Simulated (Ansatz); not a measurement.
## Al₆Ru (Cmcm): electronic heat capacity and spin susceptibility from the density of states

Method: DFT r2SCAN, scalar-relativistic, plane waves, PAW (Ansatz 0.2.0).

Settings: cutoff 500 eV, Γ-centred mesh 8×8×4 on the computed 14-atom cell, Gaussian smearing of 0.10 eV; no spin polarisation.

Relaxed cell: Cmcm, a = 7.461 Å, b = 6.522 Å, c = 8.929 Å, α = 90.00°, β = 90.00°, γ = 90.00°, 14 atoms in the primitive cell. Whether it is the stable form of this composition wasn't checked.

The density of states at the Fermi level is 3.899 states/eV in the cell of 14 atoms (2 formula units; both spins, tetrahedra on a 12×12×6 mesh).

Question: What Sommerfeld coefficient and Pauli susceptibility does this give?

Answer: Per formula unit N(E_F) = 1.949 states/eV. γ = (π²/3) k_B² N(E_F) N_A = 2.357 mJ/(mol K²) per state/eV, so γ = 4.6 mJ/(mol K²), a mole of formula units. χ_P = μ_B² N(E_F) N_A = 3.23×10⁻⁵ emu/mol per state/eV gives 6.3×10⁻⁵ emu/mol. This is the bare band result: a measured γ of the same phase is as a rule larger by a factor 1 + λ from phonons and spin fluctuations, the spin part of χ is larger by the Stoner factor, and a measured χ also holds orbital and core terms. N(E_F) at one energy is sensitive to the mesh where the density of states has sharp peaks.

Cost: 1 run of about 4.4 core-minutes, on Oxide Virtual Turin-like Processor (Zen 5) (shared hosts).